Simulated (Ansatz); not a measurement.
A relaxation computed with Ansatz, from input to last step.

```yaml
crystal:
  lattice:
    - [5.469672, -0.008032, 0.047687]
    - [-0.008032, 5.191013, 0.053558]
    - [0.047687, 0.053558, 5.354389]
  atoms:
    - { symbol: C, position: [0.5901240736, 0.2254104912, 0.6893065684] }
    - { symbol: C, position: [0.8851107397, 0.6507607463, 0.3021540893] }
    - { symbol: C, position: [0.0211226271, 0.0735657441, 0.585924084] }
    - { symbol: C, position: [0.2208551867, 0.0993363769, 0.4309680435] }
    - { symbol: C, position: [0.7127265268, 0.7233361919, 0.7231991269] }
    - { symbol: C, position: [0.8623623395, 0.8223914106, 0.5239172491] }
    - { symbol: C, position: [0.7494683687, 0.4152852285, 0.7651727089] }
    - { symbol: C, position: [0.3546353564, 0.5253671643, 0.3608354849] }
    - { symbol: C, position: [0.1228273563, 0.2778386832, 0.0328033386] }
    - { symbol: C, position: [0.2771942992, 0.0668137349, 0.1525819819] }
    - { symbol: C, position: [0.6018783527, 0.9452622032, 0.8418631115] }
    - { symbol: C, position: [0.9666456171, 0.2545939871, 0.8151501956] }
    - { symbol: C, position: [0.4052035945, 0.2948519028, 0.5003656608] }
    - { symbol: C, position: [0.5535469628, 0.6931983436, 0.2492537884] }
    - { symbol: C, position: [0.4755545052, 0.9076422125, 0.0994733958] }
    - { symbol: C, position: [0.0890391588, 0.5032336537, 0.226043634] }
  symmetry: { detect: false }
basis:
  ecutwfc: 420
kpoints:
  mp_grid: { grid: [3, 3, 3], shift: [0.0, 0.0, 0.0] }
hamiltonian:
  xc: pbe
scf:
  occupations: { method: gaussian, width: 0.1 }
  lower_state_search: "off"
output:
  forces: true
  stress: true
  eigenvalues: true
relax:
  adjacent_minimum: "off"
  f_tol: 0.04
  max_steps: 70
  cell: { stress_tol: 0.3 }
```

```bash
ansatz run input.yaml --threads 2 --pin off --max-ram 5120MiB --backend cpu --events-out ev --progress --plain --runs-dir out
```

Level of theory: DFT PBE, scalar-relativistic, plane waves, PAW in Ansatz.

Of 10 frames 10 are shown, positions in Å and forces in eV/Å; the SCF threshold varies from step to step. Steps run on the plane waves of an earlier cell, with a Pulay correction in the pressure. The basis is chosen afresh for the last frame, the zero of the energies, and can be on the way; energy and pressure step there, also at an unchanged geometry.

```xyz
16
Lattice="5.4697 -0.0080 0.0477 -0.0080 5.1910 0.0536 0.0477 0.0536 5.3544" Properties=species:S:1:pos:R:3:forces:R:3 pbc="T T T" step=1 free_energy_over_end_meV_per_atom=253.83 pressure_GPa=-21.44
C     3.2588    1.2023    3.7310   -3.0180   -0.6380   -0.8380
C     4.8504    3.3872    1.6949   -0.9870    0.2750    0.4530
C     0.1429    0.4131    3.1422   -1.1430   -3.1550   -0.2900
C     1.2278    0.5370    2.3234    0.3470    1.3340    0.7540
C     3.9271    3.7879    3.9450    0.5740    1.1460    0.4480
C     4.7352    4.2902    2.8904    1.7880    0.9040   -0.0420
C     4.1325    2.1907    4.1550    0.3910    1.0880    0.4210
C     1.9527    2.7437    1.9771    1.8190    0.4020   -1.0500
C     0.6712    1.4430    0.1964   -1.1310    0.0280   -0.2780
C     1.5229    0.3528    0.8338   -1.3650    0.5990    1.3900
C     3.3246    4.9471    4.5870   -0.8380   -0.9820    0.4720
C     5.3241    1.3575    4.4244    2.4780    0.3450    0.9780
C     2.2378    1.5541    2.7143   -0.0370   -0.5830    1.1470
C     3.0340    3.6073    1.3981   -0.0920   -1.8160    0.6750
C     2.5986    4.7131    0.6039    1.0050    1.2010   -3.7470
C     0.4938    2.6237    1.2415    0.2090   -0.1460   -0.4940
16
Lattice="5.3738 0.1164 0.0131 0.1097 5.0144 0.0430 0.0142 0.0419 5.3514" Properties=species:S:1:pos:R:3:forces:R:3 pbc="T T T" step=2 free_energy_over_end_meV_per_atom=101.08 pressure_GPa=-11.58
C     3.1383    1.2455    3.7483   -1.7530   -0.4150   -0.2870
C     4.8094    3.3896    1.6610   -1.3720    0.2500    0.3060
C     0.1519    0.3237    3.1756   -0.9440   -2.4410   -0.3300
C     1.2033    0.5413    2.3399    0.3710    0.9820    0.3730
C     3.9561    3.7648    3.9118   -0.1380    0.1470    0.3900
C     4.7669    4.2464    2.8624    1.6310    1.0510    0.2770
C     4.0731    2.2112    4.1322    0.2280    1.2050    0.2100
C     2.0042    2.7013    1.8995    1.2540    0.4230   -0.9160
C     0.6666    1.4160    0.1955   -0.4110    0.2610   -0.0780
C     1.4699    0.3686    0.8555   -0.5920    0.1980    0.7590
C     3.3122    4.8521    4.5473   -0.6280   -0.2900    0.3760
C     5.2724    1.4155    4.3875    1.2090    0.0870    0.4850
C     2.1807    1.5607    2.7294    0.2350   -0.5110    0.7760
C     3.0866    3.4970    1.3201    0.5900   -1.5830    0.7920
C     2.6697    4.6102    0.5281    0.2640    0.7520   -2.5810
C     0.5532    2.5822    1.1912    0.0580   -0.1170   -0.5540
16
Lattice="5.2545 0.2439 -0.0242 0.2307 4.8548 -0.0003 -0.0231 -0.0044 5.4572" Properties=species:S:1:pos:R:3:forces:R:3 pbc="T T T" step=3 free_energy_over_end_meV_per_atom=24.75 pressure_GPa=-5.37
C     2.9768    1.2885    3.8581   -0.4760    0.3840   -0.2740
C     4.6704    3.4083    1.6907    1.9360   -0.5370   -0.8900
C     0.1735    0.2016    3.2547   -0.0610   -0.8800    0.2500
C     1.1675    0.5579    2.3684    0.4310    0.4460    0.4750
C     3.9573    3.7224    3.9543   -0.3120    0.0280    0.0700
C     4.8080    4.1827    2.9196    0.4110    0.6360    0.3310
C     3.9946    2.2295    4.1748   -0.2520    0.4150    0.1880
C     2.1322    2.6423    1.7832   -0.1820    0.0770   -0.0160
C     0.6486    1.3836    0.2042   -0.4860    0.5210   -0.5690
C     1.3969    0.3557    0.8987    0.1080    0.2490   -0.1000
C     3.2578    4.7585    4.5719   -0.2540    0.0100    0.0060
C     5.1949    1.4444    4.4280    0.3500   -0.2820    0.0800
C     2.1320    1.5638    2.7556    0.3670   -0.1110    0.2760
C     3.2310    3.3932    1.2314   -2.2850   -0.8830    0.5960
C     2.7128    4.5041    0.4074   -0.0140   -0.0050   -0.4580
C     0.5511    2.5637    1.1378    0.7190   -0.0680    0.0350
16
Lattice="5.1765 0.2830 -0.0838 0.2674 4.7837 -0.0284 -0.0817 -0.0338 5.4456" Properties=species:S:1:pos:R:3:forces:R:3 pbc="T T T" step=4 free_energy_over_end_meV_per_atom=2.53 pressure_GPa=1.43
C     2.8671    1.3103    3.8530   -0.0750   -0.1390    0.6460
C     4.6550    3.3613    1.5813    0.0400    0.2070    0.3760
C     0.1671    0.1437    3.2775    0.5330    0.1190   -0.1120
C     1.1547    0.5472    2.3727   -0.1990   -0.0590   -0.0650
C     3.8613    3.6885    3.8638    0.3400    0.2760   -0.2500
C     4.7769    4.1380    2.8467   -0.7070   -0.6410   -0.2000
C     3.8851    2.2367    4.1276    0.2210    0.3040    0.1470
C     2.0814    2.6091    1.7559   -0.2860   -0.2800   -0.0420
C     0.6768    1.4066    0.1540   -0.0730   -0.0410    0.0510
C     1.3693    0.3713    0.8756   -0.1470    0.0600    0.2770
C     3.1664    4.7006    4.5023   -0.1940   -0.0950   -0.1280
C     5.0872    1.4489    4.3446    0.1700   -0.3950   -0.4600
C     2.0801    1.5542    2.7526   -0.4950    0.1040   -0.5820
C     3.1426    3.2907    1.1688    0.3440    0.4180   -0.1270
C     2.6575    4.4158    0.3214    0.4920   -0.4090   -0.0080
C     0.6093    2.5396    1.0761    0.0350    0.5710    0.4780
16
Lattice="5.1898 0.3032 -0.0763 0.2867 4.7898 -0.0327 -0.0740 -0.0380 5.4479" Properties=species:S:1:pos:R:3:forces:R:3 pbc="T T T" step=5 free_energy_over_end_meV_per_atom=-0.72 pressure_GPa=-0.31
C     2.8659    1.3310    3.8775    0.1160    0.1090    0.0050
C     4.6844    3.3883    1.5957   -0.1780    0.0400    0.0940
C     0.1881    0.1231    3.2774    0.0310    0.0310   -0.1070
C     1.1601    0.5471    2.3710   -0.0290    0.0510    0.0510
C     3.8965    3.7089    3.8604    0.0700    0.0810    0.0320
C     4.8012    4.1518    2.8463   -0.0750   -0.0320   -0.0160
C     3.9131    2.2553    4.1302   -0.1490   -0.1960    0.0160
C     2.0934    2.6135    1.7485    0.0590    0.0520   -0.0230
C     0.6841    1.4105    0.1528   -0.1770    0.0590   -0.0430
C     1.3789    0.3759    0.8819   -0.0610    0.0130   -0.0200
C     3.1939    4.7138    4.5017   -0.0680    0.0430    0.0210
C     5.1179    1.4530    4.3431    0.0730   -0.1050   -0.0020
C     2.0751    1.5664    2.7527    0.0440   -0.0170    0.0040
C     3.1709    3.3105    1.1768    0.0630    0.0080   -0.0030
C     2.6939    4.4242    0.3228    0.0770   -0.1000    0.0860
C     0.6247    2.5632    1.0788    0.2060   -0.0360   -0.0950
16
Lattice="5.1849 0.3064 -0.0873 0.2896 4.7850 -0.0318 -0.0849 -0.0372 5.4503" Properties=species:S:1:pos:R:3:forces:R:3 pbc="T T T" step=6 free_energy_over_end_meV_per_atom=-1.08 pressure_GPa=-0.10
C     2.8539    1.3351    3.8781   -0.0170    0.0090   -0.0400
C     4.6769    3.3848    1.5920    0.0670   -0.0210   -0.0390
C     0.1808    0.1242    3.2726    0.0260    0.0210   -0.0290
C     1.1519    0.5515    2.3673   -0.0080   -0.0060    0.0530
C     3.8904    3.7102    3.8598    0.0010    0.0290   -0.0130
C     4.7908    4.1504    2.8390   -0.0350   -0.0360    0.0440
C     3.9003    2.2535    4.1264   -0.0430    0.0180   -0.0050
C     2.0950    2.6137    1.7414   -0.0320   -0.0300    0.0370
C     0.6791    1.4087    0.1495   -0.0330    0.0570    0.0260
C     1.3740    0.3752    0.8801    0.0210   -0.0170   -0.0610
C     3.1826    4.7132    4.5017    0.0190    0.0030    0.0250
C     5.1046    1.4504    4.3304    0.0610   -0.0360   -0.0240
C     2.0690    1.5685    2.7484    0.0150   -0.0040    0.0190
C     3.1732    3.3074    1.1720    0.0000   -0.0200    0.0010
C     2.6973    4.4206    0.3223   -0.0410    0.0230    0.0090
C     0.6266    2.5652    1.0739   -0.0020    0.0120   -0.0030
16
Lattice="5.1837 0.3071 -0.0874 0.2903 4.7842 -0.0328 -0.0849 -0.0382 5.4501" Properties=species:S:1:pos:R:3:forces:R:3 pbc="T T T" step=7 free_energy_over_end_meV_per_atom=-1.12 pressure_GPa=0.00
C     2.8530    1.3352    3.8778   -0.0060   -0.0120   -0.0040
C     4.6776    3.3838    1.5909    0.0030   -0.0020   -0.0020
C     0.1813    0.1234    3.2717   -0.0110   -0.0020    0.0000
C     1.1518    0.5502    2.3674    0.0020   -0.0030    0.0010
C     3.8894    3.7103    3.8591    0.0090    0.0070   -0.0100
C     4.7899    4.1487    2.8387   -0.0060   -0.0060    0.0160
C     3.8986    2.2536    4.1253    0.0070    0.0180    0.0050
C     2.0942    2.6119    1.7422    0.0020    0.0070    0.0020
C     0.6788    1.4101    0.1486   -0.0040    0.0130    0.0110
C     1.3730    0.3751    0.8789   -0.0090    0.0080   -0.0120
C     3.1836    4.7132    4.5024    0.0010   -0.0070    0.0050
C     5.1050    1.4507    4.3282    0.0090   -0.0110   -0.0020
C     2.0686    1.5673    2.7485   -0.0030   -0.0050    0.0050
C     3.1727    3.3054    1.1718    0.0010    0.0020   -0.0090
C     2.6964    4.4195    0.3219    0.0010    0.0030   -0.0030
C     0.6280    2.5659    1.0727    0.0040   -0.0080   -0.0040
16
Lattice="5.1837 0.3071 -0.0874 0.2903 4.7842 -0.0328 -0.0849 -0.0382 5.4501" Properties=species:S:1:pos:R:3:forces:R:3 pbc="T T T" step=8 free_energy_over_end_meV_per_atom=0.03 pressure_GPa=-0.26
C     2.8530    1.3352    3.8778   -0.0060   -0.0130   -0.0040
C     4.6776    3.3838    1.5909    0.0020   -0.0010   -0.0020
C     0.1813    0.1234    3.2717   -0.0130   -0.0010    0.0020
C     1.1518    0.5502    2.3674    0.0050   -0.0020    0.0020
C     3.8894    3.7103    3.8591    0.0060    0.0040   -0.0060
C     4.7899    4.1487    2.8387   -0.0030   -0.0060    0.0120
C     3.8986    2.2536    4.1253    0.0090    0.0180    0.0050
C     2.0942    2.6119    1.7422    0.0000    0.0060    0.0020
C     0.6788    1.4101    0.1486   -0.0030    0.0130    0.0120
C     1.3730    0.3751    0.8789   -0.0100    0.0100   -0.0140
C     3.1836    4.7132    4.5024    0.0030   -0.0060    0.0000
C     5.1050    1.4507    4.3282    0.0070   -0.0110   -0.0030
C     2.0686    1.5673    2.7485   -0.0030   -0.0050    0.0050
C     3.1727    3.3054    1.1718    0.0040    0.0050   -0.0100
C     2.6964    4.4195    0.3219    0.0000   -0.0010    0.0020
C     0.6280    2.5659    1.0727    0.0040   -0.0100   -0.0040
16
Lattice="5.1799 0.3112 -0.0911 0.2942 4.7782 -0.0355 -0.0885 -0.0411 5.4531" Properties=species:S:1:pos:R:3:forces:R:3 pbc="T T T" step=9 free_energy_over_end_meV_per_atom=-0.05 pressure_GPa=0.03
C     2.8477    1.3353    3.8794   -0.0030    0.0070   -0.0020
C     4.6750    3.3815    1.5878    0.0080    0.0070    0.0030
C     0.1799    0.1202    3.2727    0.0160    0.0150    0.0020
C     1.1494    0.5488    2.3671   -0.0090   -0.0100   -0.0060
C     3.8876    3.7075    3.8565    0.0030   -0.0040    0.0010
C     4.7881    4.1447    2.8361   -0.0040   -0.0080   -0.0080
C     3.8947    2.2531    4.1239   -0.0050   -0.0080   -0.0020
C     2.0939    2.6098    1.7399    0.0030   -0.0100    0.0140
C     0.6796    1.4102    0.1468   -0.0010   -0.0060   -0.0050
C     1.3707    0.3750    0.8778   -0.0100    0.0050    0.0050
C     3.1819    4.7084    4.5015   -0.0080    0.0060    0.0080
C     5.1009    1.4505    4.3250   -0.0010   -0.0040    0.0040
C     2.0652    1.5660    2.7483    0.0080    0.0100   -0.0010
C     3.1729    3.3011    1.1679   -0.0060    0.0010   -0.0040
C     2.6978    4.4148    0.3172    0.0100   -0.0100   -0.0050
C     0.6295    2.5644    1.0706   -0.0020    0.0090   -0.0030
16
Lattice="5.1799 0.3112 -0.0911 0.2942 4.7782 -0.0355 -0.0885 -0.0411 5.4531" Properties=species:S:1:pos:R:3:forces:R:3 pbc="T T T" step=10 free_energy_over_end_meV_per_atom=0.00 pressure_GPa=0.03
C     2.8477    1.3353    3.8794   -0.0040    0.0070   -0.0020
C     4.6750    3.3815    1.5878    0.0080    0.0070    0.0030
C     0.1799    0.1202    3.2727    0.0160    0.0150    0.0020
C     1.1494    0.5488    2.3671   -0.0090   -0.0100   -0.0060
C     3.8876    3.7075    3.8565    0.0030   -0.0040    0.0010
C     4.7881    4.1447    2.8361   -0.0040   -0.0080   -0.0090
C     3.8947    2.2531    4.1239   -0.0050   -0.0080   -0.0020
C     2.0939    2.6098    1.7399    0.0030   -0.0100    0.0140
C     0.6796    1.4102    0.1468   -0.0010   -0.0060   -0.0050
C     1.3707    0.3750    0.8778   -0.0100    0.0050    0.0050
C     3.1819    4.7084    4.5015   -0.0080    0.0070    0.0070
C     5.1009    1.4505    4.3250   -0.0010   -0.0040    0.0040
C     2.0652    1.5660    2.7483    0.0080    0.0100   -0.0010
C     3.1729    3.3011    1.1679   -0.0060    0.0000   -0.0040
C     2.6978    4.4148    0.3172    0.0100   -0.0100   -0.0050
C     0.6295    2.5644    1.0706   -0.0020    0.0090   -0.0030
```

The run took 110 s on 2 threads of Arm Neoverse N1, with other jobs on the host, peak memory 0.4 GiB.

The k mesh is coarse.